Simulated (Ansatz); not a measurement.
Sn (sc type), DFT, PBEsol, all-electron PAW with datasets made for the crystal, scalar-relativistic (Ansatz 0.2.0), on 1 thread of Arm Neoverse V1 (shared host).

Command: `ansatz run input.yaml --threads 1 --pin off --max-ram 2048MiB --backend cpu --events-out ev --progress --plain --runs-dir out`

```yaml
crystal:
  lattice:
    - [3.0331809074, 0.0, 0.0]
    - [0.0, 3.0331809074, 0.0]
    - [0.0, 0.0, 3.0331809074]
  atoms:
    - { symbol: Sn, position: [0.0, 0.0, 0.0] }
kpoints:
  mp_grid: { grid: [14, 14, 14] }
scf:
  occupations: { method: fermi_dirac, width: 0.1 }
hamiltonian:
  xc: pbesol
  pseudopotentials: { kind: all_electron, datasets: crystal }
output:
  forces: true
  stress: true
  eigenvalues: true
```

Task: How large is the problem that the program sets up?

Result: 120 irreducible k-points, 251 plane waves at Γ, 11 bands.

Task: About how long does it take?

Result: 6.1 s of wall time for 7 SCF iterations. Times on shared machines scatter by tens of per cent.
